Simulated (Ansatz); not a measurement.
**Cu3O2: changing the functional**

The cell as given:

```
Cu O
1.0
    -2.02298    2.02298    3.67362
     2.02298   -2.02298    3.67362
     2.02298    2.02298   -3.67362
Cu O
3 2
Direct
  0.00000 0.00000 0.00000
  0.75000 0.25000 0.50000
  0.25000 0.75000 0.50000
  0.50000 0.00000 0.50000
  0.00000 0.50000 0.50000
```

The cell comes from a database or a generator and needn't be the stable form of this composition.

Kept alike: task relaxation of cell and atoms; k mesh 9 × 9 × 9; occupations fermi-dirac, width 0.05 eV; no spin polarisation. Program: Ansatz, Ansatz PAW. Cutoffs run from 420 to 500 eV. The mesh is that of the run's cell of 5 atoms. No spin-orbit coupling.

| run | volume (Å³/atom) |
| --- | --- |
| A | 12.531 |
| B | 12.140 |
| C | 12.688 |
| D | 10.980 |
| E | 11.593 |
| F | 12.901 |
| G | 11.442 |

The relaxations keep at least the cell's symmetry (I4/mmm). For a metal such a mesh leaves the last digits unconverged. Relaxations stop with a little pressure left, so the last digits of a volume or edge aren't settled. Ansatz's relaxations hold a Pulay term in the stress (up to 0.7 GPa here). All rows use potentials made for PBE.

**Question.** The runs differ in the functional (and the cutoff that goes with it) alone: BLYP; LDA; PBE; PBEsol; RPBE; r2SCAN; revPBE. Which run is which?

**Answer.** Run A is revPBE; run B is PBE; run C is RPBE; run D is LDA; run E is r2SCAN; run F is BLYP; run G is PBEsol. The volume runs from 10.980 (LDA) to 12.901 Å³/atom (BLYP). From PBE: BLYP +0.761; LDA -1.160; PBEsol -0.698; RPBE +0.548; r2SCAN -0.547; revPBE +0.391.
